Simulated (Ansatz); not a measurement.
Pt (hcp (Mg type), P6_3/mmc) at seven volumes, LDA (plane waves, PAW; program Ansatz), shape and atoms relaxed at each. One row is withheld.

```tsv
V (Å³/atom)	P (GPa)
13.514	36.28
13.960	21.84
14.405	?
14.851	-0.01
15.296	-8.16
15.742	-14.86
16.187	-20.33
```

Q: Fit the shown pressures and predict the withheld one.

A: P = (3/2)B₀(x^(7/2) − x^(5/2))[1 + (3/4)(B′ − 4)(x − 1)] with x = (V₀/V)^(2/3). Least squares on the six rows gives V₀ = 14.851 Å³/atom, B₀ = 298 GPa, B′ = 5.41. At V = 14.405, x = 1.0205 and P = 9.87 GPa. The run itself gave 9.88 GPa.

The workflow started from a Materials Project entry (that database holds measured and hypothetical structures alike); the Crystallography Open Database copy checked does not list it. It is not the phase usual at ambient conditions (space group No. 225). Symmetry was held in the LDA relaxation; of distortions, only those at the zone centre were tested. The run is not spin-polarised. Spin–orbit coupling is left out wherever it is not named.

Potentials: the later of the program's two PAW sets.
